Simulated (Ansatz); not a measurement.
Relaxed C (graphite type, space group P6_3/mmc):

```
C
1.0
    2.45522     0.00000     0.00000
   -1.22761     2.12628     0.00000
    0.00000     0.00000     6.67052
C
4
Direct
  0.00000   0.00000   0.25000
  0.00000   0.00000   0.75000
  0.33333   0.66667   0.25000
  0.66667   0.33333   0.75000
```

Scan: atom 1 (C, nearest neighbour C at 1.418 Å; its periodic images, 2.5 Å or more away, move with it) is displaced along Cartesian z, direction (0.000, 0.000, 1.000) in Cartesian axes, by s. The other atoms stay.

Level of theory: r2SCAN+rVV10 (plane waves to 500 eV, PAW, scalar-relativistic; Ansatz, a program for electronic structure). k mesh 12×12×4 (Γ-centred), Fermi-Dirac smearing 0.05 eV. E stands for the smeared free energy. Compression counts positive. With partly filled bands, energies and forces of such displacements shift with the k mesh and the smearing. F∥ is the force on the atom along that direction. C was relaxed with its symmetry unable to fall. The PAW data are Ansatz's earlier set. ΔE is measured from the undisplaced structure.

```
s (Å)   ΔE (meV/cell)  P (GPa)  F∥ (eV/Å)
------  -------------  -------  ---------
-0.430           1626     -3.9      7.639
-0.344           1036     -2.7      6.079
-0.258            580     -1.7      4.529
-0.172            257     -0.8      2.999
-0.086             64     -0.2      1.490
0.000               0      0.0      0.000
0.086              64     -0.2     -1.490
0.172             257     -0.8     -2.999
0.258             580     -1.7     -4.529
0.344            1036     -2.7     -6.079
0.430            1626     -3.9     -7.639
```

Read from the data:

- Energy at s = 0.430 Å = 1626 meV/cell
- Force along the line at s = -0.430 Å = 7.64 eV/Å
- Symmetry of the curve = even: the same for both signs
- Shape of the curve = a single well with its minimum at or next to zero displacement
- Force constant k = d²E/ds² at s = 0 (finite differences) = 17.3 eV/Å²
- Harmonic estimate at the end of the scan = ½ks² = 1598 meV/cell against the computed 1626 meV/cell, so the well is close to harmonic there

(For displaced atoms, the force is minus the slope of the energy, and its curvature is a force constant, which sets phonon frequencies.)
